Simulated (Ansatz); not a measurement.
This is a known allotrope of Hf, reached from a generated start. Known forms of Hf include space group No. 194.

A relaxed cell of Hf (Im-3m (No. 229)), relaxed on a k-mesh at least as fine as the one used below. The numbers are results of PBEsol (plane waves to 420 eV, PAW, scalar-relativistic; Ansatz, a program for electronic structure), not measurements. Γ-centred k-mesh 13×7×13 on the run's cell (coarser than for final values), Fermi–Dirac smearing 0.05 eV.

```
Hf
1.0
   -1.74503     1.74503     1.74503
    3.49005    -3.49005     3.49005
    1.74503     1.74503    -1.74503
Hf
2
Cartesian
  0.00000   0.00000   0.00000
  1.74503  -1.74503   1.74503
```

The atoms are displaced by (Å):

```csv
atom,ux,uy,uz
Hf1,0.092,-0.127,-0.007
Hf2,-0.011,0.000,0.107
```

What forces (eV/Å) and pressure result?


```tsv
atom	Fx	Fy	Fz
Hf1	0.25	0.33	-0.22
Hf2	-0.25	-0.33	0.22
```

Pressure +0.2 GPa.

The undisplaced cell is probably no minimum: from this displacement the run went on to P6₃/mmc (No. 194), 0.17 eV/atom below it.

No spin polarisation in the result.
